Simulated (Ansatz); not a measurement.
TaC (CsCl type, Pm-3m) under volume change, PBEsol in the plane-wave PAW code Ansatz, scaled uniformly.

| V (Å³/atom) | E − E(relaxed) (meV/atom) | P (GPa) |
|---|---|---|
| 9.654 | 98.4 | 35.82 |
| 9.972 | 41.4 | 21.99 |
| 10.291 | 9.8 | 10.12 |
| 10.609 | 0.0 | 0.00 |
| 10.927 | 8.8 | -8.65 |
| 11.245 | 33.6 | -16.08 |
| 11.564 | 72.0 | -22.46 |

**Question.** What does a third-order Birch–Murnaghan fit give for V₀, B₀ and B′?

**Answer.** V₀ = 10.61 Å³/atom, B₀ = 312 GPa, B′ = 4.2.

The cell is a constructed one: a structure type filled with these elements; neither database checked (COD, Materials Project) lists it. It is not the phase usual at ambient conditions (space group No. 225). The cell was relaxed with PBEsol under the symmetry of its start. At this level the phase is mechanically unstable. The run is not spin-polarised. Spin–orbit coupling is left out wherever it is not named.

Potentials: the later of the program's two PAW sets.
